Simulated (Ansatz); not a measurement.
Consider the following.

La$_{2}$WN$_{4}$:
```
La2WN4
1.0
   -1.98916     1.98916     6.37402
    1.98916    -1.98916     6.37402
    1.98916     1.98916    -6.37402
La W N
2 1 4
Direct
  0.35452   0.35452   0.00000
  0.64548   0.64548   0.00000
  0.00000   0.00000   0.00000
  0.16228   0.16228   0.00000
  0.83772   0.83772   0.00000
  0.00000   0.50000   0.50000
  0.50000   0.00000   0.50000
```

This is the r²SCAN-relaxed structure.

**Question.** All from the program Ansatz at the r²SCAN level (PAW), unless another level is named. Estimate the electronic character.

**Answer.** metallic (no gap).

**Question.** Next, the density of states at the Fermi level?

**Answer.** 0.13 states/eV per atom (mean over ±0.08 eV).

**Question.** Give the formation energy from the elements (no fitted shifts).

**Answer.** -1.33 eV/atom.

**Question.** What about the gap with spin–orbit coupling?

**Answer.** none (metallic).

Space group I4/mmm. The start of the workflow was typed in or built on a structure type; neither database checked (COD, Materials Project) lists it. Whether it is the stable phase at ambient conditions was not checked. Symmetry was held in the r²SCAN relaxation; whether a distortion lowers the energy is not shown. The workflow began spin-polarised and lost its moments. The references are the lowest solids computed at this level, not always the standard phases (solids in place of the gases). Spin–orbit coupling is left out wherever it is not named.

Potentials: the later of the program's two PAW sets.
